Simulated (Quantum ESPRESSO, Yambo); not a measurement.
LuCuS₂ (space group P3m1, No. 156) under isotropic strain (on all lattice vectors), counted from the cell relaxed with PBEsol, atoms relaxed at each step. PBEsol (Quantum ESPRESSO, PseudoDojo norm-conserving, 100 Ry, without SOC); G0W0 in Yambo (6×6×2 Γ-centred k mesh, bands 6 to 124 and a 7 Ry block in the screening, 124 bands in G with the Bruneval-Gonze terminator, plasmon pole fitted at 27.2 eV).

```csv
strain s (%),PBEsol direct gap at Γ (eV),G0W0 direct gap at Γ (eV)
-1.5,?,?
-0.7,1.831,2.585
0,1.773,2.545
+1,1.684,2.474
+2,1.591,2.397
```

Task: Fit a parabola in s to each column by least squares and predict the withheld row.

Result: PBEsol: E = 1.773 − 0.0856 s − 0.0026 s² (largest residual 1 meV), giving 1.895 eV at s = -1.5; the run gave 1.883 eV, a miss of 12 meV. G0W0: E = 2.544 − 0.0635 s − 0.0050 s² (largest residual 2 meV), giving 2.628 eV at s = -1.5; the run gave 2.611 eV, a miss of 16 meV. The withheld row lies outside the fitted range, so this is an extrapolation. The GW settings are held fixed; their convergence isn't established. The screening block changes size along the series (147 vectors at -1.5 %, 159 vectors at -0.7 %, 159 vectors at +0 %, 159 vectors at +1 %, 183 vectors at +2 %), which puts steps into the G0W0 values. The 3d shell has no Hubbard U; the runs are without spin polarisation, and magnetic order was not tried. The 4f states are in the valence at their DFT position.

The structure is a Materials Project entry; no match was found in the copy of COD used, and its stability was not checked.
